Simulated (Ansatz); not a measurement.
SnS$_{2}$:
```
CELL_PARAMETERS angstrom
      3.63224     0.00000     0.00000
     -1.81612     3.14561     0.00000
      0.00000     0.00000     5.70059
ATOMIC_POSITIONS crystal
  Sn 0.00000 0.00000 0.00000
  S  0.33333 0.66667 0.25735
  S  0.66667 0.33333 0.74265
```

x, y and z are the axes in which the lattice vectors are written.

**Question.** Give the high-frequency dielectric tensor and the Born effective charge tensors of the independent atoms from DFPT, DFT-LDA in the program Ansatz with PAW potentials.

**Answer.** 
ε∞:
```
9.43  0.00  0.00
0.00  9.43  0.00
0.00  0.00  7.88
```
Z* of atom 1 (Sn), rows: field, columns: displacement, in e:
```
4.94  0.00  0.00
0.00  4.94  0.00
0.00  0.00  2.08
```
Z* of atom 2 (S), rows: field, columns: displacement, in e:
```
-2.47   0.00   0.00
 0.00  -2.47   0.00
 0.00   0.00  -1.04
```

Static charges for comparison (Bader): Sn1 +1.45, S2 -0.73 e. Born charges measure polarisation by displacement and can exceed these by far.

Space group P-3m1 (CdI2 type). The cell was relaxed with LDA under the symmetry of its start. A crystal of weakly bound layers computed without a dispersion correction: the cell and the soft elastic constants depend strongly on that. Scalar-relativistic: spin–orbit coupling is off unless named, which matters more the heavier the elements.

Potentials: the later of the program's two PAW sets.
